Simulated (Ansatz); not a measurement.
The relaxed structure here is a generated cell of Cr: the first start was made by a random draw of sites in a space group, and the end was not matched to a known phase here, so it may be hypothetical. Known forms of Cr include space group No. 229.

One stationary structure of Cr. Space group I4/m (No. 87). All values below come from r2SCAN (plane waves to 500 eV, PAW, scalar-relativistic; Ansatz, a quantum-chemistry and plane-wave program).

```cif
data_Cr4
_chemical_formula_sum 'Cr4'
_space_group_name_H-M_alt 'P 1'
_space_group_IT_number 1
_cell_length_a 4.03411
_cell_length_b 4.03411
_cell_length_c 4.03411
_cell_angle_alpha 106.571
_cell_angle_beta 106.571
_cell_angle_gamma 115.441
loop_
_space_group_symop_operation_xyz
  'x, y, z'
loop_
_atom_site_label
_atom_site_type_symbol
_atom_site_fract_x
_atom_site_fract_y
_atom_site_fract_z
_atom_site_occupancy
Cr1 Cr 0.36468 0.19901 0.56369 1
Cr2 Cr 0.63532 0.80099 0.43631 1
Cr3 Cr 0.80099 0.36468 0.16568 1
Cr4 Cr 0.19901 0.63532 0.83432 1
```

Problem. What magnetic moment does r2SCAN give?

Solution. Zero (the starting moments vanished).

No spin polarisation in the result: the starting moments vanished. A magnetic state may lie lower.

The run could not lose the symmetry of its start, so the end can be a saddle point.
